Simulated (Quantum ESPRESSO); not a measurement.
# W2In3Sc2Ti: one run as intended and one with a planted mistake

A calculation, not a measurement. The program is pw.x of Quantum ESPRESSO 7.5 (plane-wave density functional theory). The cell is made up: eight metal atoms on a hexagonal close-packed lattice, with elements, volume, strain and displacements drawn at random and not relaxed, so it may be unstable or far from any real phase. PseudoDojo standard norm-conserving files set the functional (PBE unless stated); there is no spin polarisation or spin-orbit coupling, the Fermi-Dirac width of 0.25 eV means electrons at about 2900 K, and the masses in the input are unused placeholders. Heavy elements are run without spin-orbit coupling, which real alloys of them have. A spin test at this wide smearing found no moment, but such smearing suppresses magnetism that the real alloy may have.

Intended input:

```
&control calculation='scf', pseudo_dir='./dojo.nc.sr.pbe.v0_5.standard.upf', outdir='./o', disk_io='minimal', tprnfor=.true., tstress=.true. /
&system ibrav=0, nat=8, ntyp=4, nbnd=65, ecutwfc=84.00895049, nosym=.true., tot_charge=0,
 occupations='smearing', smearing='fd', degauss=0.0183746611
/
&electrons conv_thr=1.470e-08, electron_maxstep=70, mixing_beta=0.5 /
ATOMIC_SPECIES
In 1.0 In.upf
Sc 1.0 Sc.upf
Ti 1.0 Ti.upf
W 1.0 W.upf
CELL_PARAMETERS angstrom
-0.0738 5.5165 -0.0556
3.2163 -0.0938 5.0737
3.0762 0.0087 -4.9859
ATOMIC_POSITIONS angstrom
W -0.037 -0.0763 -0.1738
In 3.2669 0.0829 -0.183
Sc 3.1063 1.6239 -2.3973
Sc 3.1248 1.7506 2.6943
In 1.6653 2.7341 -0.08
Ti 4.7252 2.7177 -0.0247
In 1.3615 4.7255 -2.5128
W 1.6094 4.6656 2.7042
K_POINTS automatic
4 4 5 1 1 1
```

The log is shortened where brackets say so; the opening notice, blank lines, dates and the lines on written files are dropped, and the path of the files is cut. It prints rydbergs, bohrs and kilobars, and counts compression as positive stress. Its total energy is the free energy E - TS of the whole cell.

Log of the intended run:

```
     Program PWSCF v.7.5
     Parallel version (MPI & OpenMP), running on       4 processor cores
     Number of MPI processes:                 4
     Threads/MPI process:                     1
     [start-up lines left out]
     bravais-lattice index     =            0
     lattice parameter (alat)  =      10.4261  a.u.
     unit-cell volume          =    1177.6824 (a.u.)^3
     number of atoms/cell      =            8
     number of atomic types    =            4
     number of electrons       =       101.00
     number of Kohn-Sham states=           65
     kinetic-energy cutoff     =      84.0090  Ry
     charge density cutoff     =     336.0358  Ry
     scf convergence threshold =      1.5E-08
     mixing beta               =       0.5000
     number of iterations used =            8  plain     mixing
     Exchange-correlation= PBE
                           (   1   4   3   4   0   0   0)
     [axes and pseudopotential details left out]
   Cartesian axes
     site n.     atom                  positions (alat units)
         1        W      tau(   1) = (  -0.0067062  -0.0138293  -0.0315011  )
         2        In     tau(   2) = (   0.5921221   0.0150255  -0.0331686  )
         3        Sc     tau(   3) = (   0.5630136   0.2943301  -0.4345081  )
         4        Sc     tau(   4) = (   0.5663667   0.3172944   0.4883390  )
         5        In     tau(   5) = (   0.3018339   0.4955527  -0.0144999  )
         6        Ti     tau(   6) = (   0.8564375   0.4925802  -0.0044768  )
         7        In     tau(   7) = (   0.2467704   0.8564918  -0.4554423  )
         8        W      tau(   8) = (   0.2917020   0.8456350   0.4901334  )
     number of k points=    40  Fermi-Dirac smearing, width (Ry)=  0.0184
                       cart. coord. in units 2pi/alat
        k(    1) = (   0.1988379   0.1278010   0.0122444), wk =   0.0500000
        k(    2) = (   0.3757797   0.1290379  -0.0998989), wk =   0.0500000
     [further k points left out]
     Dense  grid:   122517 G-vectors     FFT dimensions: (  64,  72,  72)
     Estimated max dynamical RAM per process >     368.02 MB
     Estimated total dynamical RAM >       1.35 GB
     Initial potential from superposition of free atoms
     starting charge     100.9804, renormalised to     101.0000
     Starting wfcs are   77 randomized atomic wfcs
     total cpu time spent up to now is        6.1 secs
     per-process dynamical memory:   268.5 Mb
     Self-consistent Calculation
     iteration #  1     ecut=    84.01 Ry     beta= 0.50
     Davidson diagonalization with overlap
     ethr =  1.00E-02,  avg # of iterations =  2.0
     Threshold (ethr) on eigenvalues was too large:
     Diagonalizing with lowered threshold
     Davidson diagonalization with overlap
     ethr =  4.43E-04,  avg # of iterations =  5.0
     total cpu time spent up to now is       28.5 secs
     total energy              =   -1014.05614289 Ry
     estimated scf accuracy    <       0.50000748 Ry
     iteration #  2     ecut=    84.01 Ry     beta= 0.50
     Davidson diagonalization with overlap
     ethr =  4.95E-04,  avg # of iterations =  4.8
     total cpu time spent up to now is       42.0 secs
     total energy              =   -1014.03576973 Ry
     estimated scf accuracy    <       1.09259806 Ry
     [iterations 3 to 16 left out]
     iteration # 17     ecut=    84.01 Ry     beta= 0.50
     Davidson diagonalization with overlap
     ethr =  6.49E-11,  avg # of iterations =  3.0
     total cpu time spent up to now is      219.4 secs
     total energy              =   -1014.23696444 Ry
     estimated scf accuracy    <       0.00000005 Ry
     iteration # 18     ecut=    84.01 Ry     beta= 0.50
     Davidson diagonalization with overlap
     ethr =  4.68E-11,  avg # of iterations =  3.5
     total cpu time spent up to now is      229.7 secs
     End of self-consistent calculation
     [lines on levels left out]
!    total energy              =   -1014.23696444 Ry
     estimated scf accuracy    <          1.7E-09 Ry
     smearing contrib. (-TS)   =      -0.13196969 Ry
     internal energy E=F+TS    =   -1014.10499476 Ry
     The total energy is F=E-TS. E is the sum of the following terms:
     one-electron contribution =    -283.34311165 Ry
     hartree contribution      =     194.70980175 Ry
     xc contribution           =    -236.14112593 Ry
     ewald contribution        =    -689.33055892 Ry
     convergence has been achieved in  18 iterations
     Forces acting on atoms (cartesian axes, Ry/au):
     atom    1 type  4   force =    -0.04432964   -0.01658682   -0.00221970
     atom    2 type  1   force =    -0.02415074   -0.03146264    0.10618212
     atom    3 type  2   force =     0.01154748    0.05468482   -0.07571442
     atom    4 type  2   force =    -0.00460939    0.01554872   -0.03111844
     atom    5 type  1   force =    -0.02528165    0.01892708    0.04697703
     atom    6 type  3   force =     0.02156186    0.02829158    0.01539504
     atom    7 type  1   force =     0.02455325   -0.04370559   -0.05094667
     atom    8 type  4   force =     0.04070883   -0.02569714   -0.00855495
     Total force =     0.193356     Total SCF correction =     0.000184
     Computing stress (Cartesian axis) and pressure
          total   stress  (Ry/bohr**3)                   (kbar)     P=      -38.94
  -0.00017773  -0.00004937  -0.00018769          -26.14       -7.26      -27.61
  -0.00004937  -0.00042391  -0.00009215           -7.26      -62.36      -13.56
  -0.00018769  -0.00009215  -0.00019250          -27.61      -13.56      -28.32
     init_run     :      5.66s CPU      5.81s WALL (       1 calls)
     electrons    :    221.29s CPU    223.65s WALL (       1 calls)
     forces       :      1.35s CPU      1.36s WALL (       1 calls)
     stress       :      4.61s CPU      4.70s WALL (       1 calls)
     [timing details left out]
     PWSCF        :   3m53.15s CPU   3m55.77s WALL
     JOB DONE.
```

A second run has one planted mistake: one atom is of a wrong element. The input lines that differ:

```
- &system ibrav=0, nat=8, ntyp=4, nbnd=65, ecutwfc=84.00895049, nosym=.true., tot_charge=0,
+ &system ibrav=0, nat=8, ntyp=4, nbnd=69, ecutwfc=84.00895049, nosym=.true., tot_charge=0,
- Ti 1.0 Ti.upf
+ Zn 1.0 Zn.upf
- Ti 4.7252 2.7177 -0.0247
+ Zn 4.7252 2.7177 -0.0247
```

Its log:

```
     Program PWSCF v.7.5
     Parallel version (MPI & OpenMP), running on       4 processor cores
     Number of MPI processes:                 4
     Threads/MPI process:                     1
     [start-up lines left out]
     bravais-lattice index     =            0
     lattice parameter (alat)  =      10.4261  a.u.
     unit-cell volume          =    1177.6824 (a.u.)^3
     number of atoms/cell      =            8
     number of atomic types    =            4
     number of electrons       =       109.00
     number of Kohn-Sham states=           69
     kinetic-energy cutoff     =      84.0090  Ry
     charge density cutoff     =     336.0358  Ry
     scf convergence threshold =      1.5E-08
     mixing beta               =       0.5000
     number of iterations used =            8  plain     mixing
     Exchange-correlation= PBE
                           (   1   4   3   4   0   0   0)
     [axes and pseudopotential details left out]
   Cartesian axes
     site n.     atom                  positions (alat units)
         1        W      tau(   1) = (  -0.0067062  -0.0138293  -0.0315011  )
         2        In     tau(   2) = (   0.5921221   0.0150255  -0.0331686  )
         3        Sc     tau(   3) = (   0.5630136   0.2943301  -0.4345081  )
         4        Sc     tau(   4) = (   0.5663667   0.3172944   0.4883390  )
         5        In     tau(   5) = (   0.3018339   0.4955527  -0.0144999  )
         6        Zn     tau(   6) = (   0.8564375   0.4925802  -0.0044768  )
         7        In     tau(   7) = (   0.2467704   0.8564918  -0.4554423  )
         8        W      tau(   8) = (   0.2917020   0.8456350   0.4901334  )
     number of k points=    40  Fermi-Dirac smearing, width (Ry)=  0.0184
                       cart. coord. in units 2pi/alat
        k(    1) = (   0.1988379   0.1278010   0.0122444), wk =   0.0500000
        k(    2) = (   0.3757797   0.1290379  -0.0998989), wk =   0.0500000
     [further k points left out]
     Dense  grid:   122517 G-vectors     FFT dimensions: (  64,  72,  72)
     Estimated max dynamical RAM per process >     382.15 MB
     Estimated total dynamical RAM >       1.41 GB
     Initial potential from superposition of free atoms
     starting charge     108.9819, renormalised to     109.0000
     Starting wfcs are   77 randomized atomic wfcs
     total cpu time spent up to now is        5.7 secs
     per-process dynamical memory:   279.0 Mb
     Self-consistent Calculation
     iteration #  1     ecut=    84.01 Ry     beta= 0.50
     Davidson diagonalization with overlap
     ethr =  1.00E-02,  avg # of iterations =  2.4
     Threshold (ethr) on eigenvalues was too large:
     Diagonalizing with lowered threshold
     Davidson diagonalization with overlap
     ethr =  5.48E-04,  avg # of iterations =  4.7
     total cpu time spent up to now is       28.4 secs
     total energy              =   -1313.36284655 Ry
     estimated scf accuracy    <       0.60829607 Ry
     iteration #  2     ecut=    84.01 Ry     beta= 0.50
     Davidson diagonalization with overlap
     ethr =  5.58E-04,  avg # of iterations =  5.8
     total cpu time spent up to now is       42.1 secs
     total energy              =   -1313.29567925 Ry
     estimated scf accuracy    <       1.87855083 Ry
     [iterations 3 to 11 left out]
     iteration # 12     ecut=    84.01 Ry     beta= 0.50
     Davidson diagonalization with overlap
     ethr =  2.22E-10,  avg # of iterations =  5.6
     total cpu time spent up to now is      162.5 secs
     total energy              =   -1313.60598091 Ry
     estimated scf accuracy    <       0.00000007 Ry
     iteration # 13     ecut=    84.01 Ry     beta= 0.50
     Davidson diagonalization with overlap
     ethr =  6.65E-11,  avg # of iterations =  2.7
     total cpu time spent up to now is      173.3 secs
     End of self-consistent calculation
     [lines on levels left out]
!    total energy              =   -1313.60598092 Ry
     estimated scf accuracy    <       0.00000001 Ry
     smearing contrib. (-TS)   =      -0.09950809 Ry
     internal energy E=F+TS    =   -1313.50647283 Ry
     The total energy is F=E-TS. E is the sum of the following terms:
     one-electron contribution =    -578.73279750 Ry
     hartree contribution      =     343.16179353 Ry
     xc contribution           =    -263.56386463 Ry
     ewald contribution        =    -814.37160422 Ry
     convergence has been achieved in  13 iterations
     Forces acting on atoms (cartesian axes, Ry/au):
     atom    1 type  3   force =    -0.03307446   -0.01291042   -0.00213237
     atom    2 type  1   force =    -0.02014793   -0.02652141    0.10910614
     atom    3 type  2   force =     0.01648106    0.05382060   -0.07552519
     atom    4 type  2   force =    -0.01197150    0.00872937   -0.02222980
     atom    5 type  1   force =    -0.02408548    0.01770433    0.04913245
     atom    6 type  4   force =     0.00989794    0.01343693    0.00555646
     atom    7 type  1   force =     0.02224715   -0.04083610   -0.04831448
     atom    8 type  3   force =     0.04065322   -0.01342330   -0.01559321
     Total force =     0.184538     Total SCF correction =     0.000531
     Computing stress (Cartesian axis) and pressure
          total   stress  (Ry/bohr**3)                   (kbar)     P=      -45.47
  -0.00022759  -0.00003692  -0.00017131          -33.48       -5.43      -25.20
  -0.00003692  -0.00038209  -0.00004445           -5.43      -56.21       -6.54
  -0.00017131  -0.00004445  -0.00031752          -25.20       -6.54      -46.71
     init_run     :      5.44s CPU      5.57s WALL (       1 calls)
     electrons    :    166.26s CPU    167.63s WALL (       1 calls)
     forces       :      1.38s CPU      1.39s WALL (       1 calls)
     stress       :      4.73s CPU      4.81s WALL (       1 calls)
     [timing details left out]
     PWSCF        :   2m57.97s CPU   2m59.60s WALL
     JOB DONE.
```

```
                                            intended run  run with the mistake
                          free energy (eV)    -13799.397            -17872.520
         entropy term -TS, part of it (eV)        -1.796                -1.354
                            pressure (GPa)         -3.89                 -4.55
size of the largest force component (eV/Å)         2.730                 2.805
largest change of a force component (eV/Å)                               0.382
                                iterations            18                    13
```

For scale, a rerun of the intended cell at a higher cutoff and on a denser mesh moved values by no more than 0.003 eV in energy, 0.02 GPa in stress and 0.008 eV/Å in force, and a second program with other atomic files agreed on that cell to 2 % rms in force and 0.5 GPa in pressure. Files of another functional or element have another zero of energy, so the energy change says nothing on stability. The number of bands, nbnd, was set by rule from the electron count, so it follows the mistake.